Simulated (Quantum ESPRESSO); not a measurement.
**Band energies of Ag2S**

```
CELL_PARAMETERS angstrom
      4.24146     0.00000     0.00000
      1.57082     3.96361     0.00000
      0.05400     0.10136     7.67879
ATOMIC_POSITIONS crystal
  S  0.54336 0.51098 0.49256
  S  0.97676 0.92592 0.98977
  Ag 0.76346 0.72058 0.73929
  Ag 0.36952 0.32135 0.97110
  Ag 0.15425 0.11919 0.50659
  Ag 0.75515 0.71446 0.23819
```

PBEsol (pw.x of Quantum ESPRESSO, ONCV potentials, without SOC); path XΓY,LΓZ,NΓM,RΓ; energies in eV from the valence-band maximum.

```csv
k (1/Å),point,band 40,band 41,band 42,band 43,band 44,band 45,band 46,band 47
0.00,X,-2.33,-0.54,-0.36,-0.22,-0.13,1.76,1.77,4.20
0.00,Γ,-2.03,-1.06,-0.81,-0.40,-0.04,1.23,1.44,5.01
0.20,,-1.72,-1.34,-0.91,-0.53,-0.18,1.60,1.94,4.77
0.40,,-1.92,-1.39,-1.20,-0.62,-0.10,2.08,2.82,3.97
0.80,Y,-1.72,-1.67,-1.01,-0.47,-0.02,2.18,2.75,3.14
0.80,L,-2.25,-1.08,-0.99,-0.25,-0.20,1.51,1.86,4.44
0.98,,-2.10,-1.08,-1.02,-0.39,-0.17,1.61,2.28,4.24
1.33,,-1.99,-1.24,-1.09,-0.46,-0.15,1.98,2.61,4.07
1.51,,-1.93,-1.16,-0.82,-0.48,-0.16,1.53,1.80,4.77
1.69,Γ,-2.03,-1.06,-0.81,-0.40,-0.04,1.23,1.44,5.01
2.09,,-1.95,-1.39,-1.22,-0.62,-0.08,2.06,2.80,3.89
2.29,,-1.79,-1.59,-0.87,-0.76,-0.01,2.39,2.79,3.17
2.48,Z,-1.69,-1.64,-1.03,-0.50,0.00,2.11,2.79,3.07
2.48,N,-2.24,-1.10,-0.99,-0.27,-0.21,1.56,1.88,4.51
2.66,,-2.09,-1.10,-1.02,-0.40,-0.18,1.64,2.30,4.29
2.84,,-1.98,-1.23,-1.10,-0.46,-0.13,1.99,2.90,3.84
3.02,,-2.01,-1.24,-1.09,-0.46,-0.14,1.96,2.59,4.03
3.37,Γ,-2.03,-1.06,-0.81,-0.40,-0.04,1.23,1.44,5.01
3.55,,-1.75,-1.16,-1.03,-0.43,-0.11,1.28,1.97,4.72
3.73,,-1.45,-1.40,-1.26,-0.76,-0.28,1.78,2.65,4.06
4.09,,-2.14,-2.00,-1.79,-0.60,-0.58,1.65,2.44,2.95
4.26,M,-2.27,-2.06,-1.98,-0.63,-0.49,1.47,2.36,2.79
4.26,R,-2.08,-1.38,-1.22,-1.12,-1.10,2.24,2.29,3.49
4.59,,-1.72,-1.63,-1.42,-1.12,-0.75,2.36,2.70,3.33
4.75,,-1.53,-1.37,-1.34,-0.99,-0.50,2.34,2.85,3.50
4.92,,-1.69,-1.22,-1.15,-0.61,-0.27,1.78,2.50,4.11
5.24,Γ,-2.03,-1.06,-0.81,-0.40,-0.04,1.23,1.44,5.01
```

The PBEsol gap is indirect, 1.23 eV, from Z to Γ; the smallest direct gap is 1.27 eV. Another valence extremum on the path lies within 0.02 eV, too close to call.

Spin-orbit splittings are left out.

Geometry of the Materials Project entry, not relaxed at this level.

The structure is a Materials Project entry; no match was found in the copy of COD used, and its stability was not checked.
